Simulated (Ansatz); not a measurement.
Given:

Cs₂AgBiBr₆:
```
Cs2AgBiBr6
1.0
    0.00000     5.73898     5.73898
    5.73898     0.00000     5.73898
    5.73898     5.73898     0.00000
Bi Ag Cs Br
1 1 2 6
Direct
  0.00000   0.00000   0.00000
  0.50000   0.50000   0.50000
  0.25000   0.25000   0.25000
  0.75000   0.75000   0.75000
  0.25135   0.74865   0.25135
  0.25135   0.74865   0.74865
  0.74865   0.25135   0.74865
  0.74865   0.25135   0.25135
  0.25135   0.25135   0.74865
  0.74865   0.74865   0.25135
```

This is the PBE-relaxed structure.

Question: All from PBE in the plane-wave PAW code Ansatz, unless another level is named. Give the gap with spin–orbit coupling.

Answer: 1.09 eV.

Question: And the band gap?

Answer: 1.32 eV (indirect).

Question: Predict the electron effective mass with spin–orbit coupling.

Answer: 0.32, 0.32, 0.47 mₑ (principal values).

Question: Next, the electron effective mass?

Answer: 0.26, 0.26, 0.35 mₑ (principal values).

Question: Give the hole effective mass with spin–orbit coupling.

Answer: 0.20, 0.80, 0.80 mₑ (principal values).

Space group Fm-3m. The PBE relaxation kept the symmetry of its start; phonons show weakly imaginary modes. No spin polarisation was allowed. Scalar-relativistic: spin–orbit coupling is off unless named, which matters more the heavier the elements.

Potentials: the later of the program's two PAW sets.
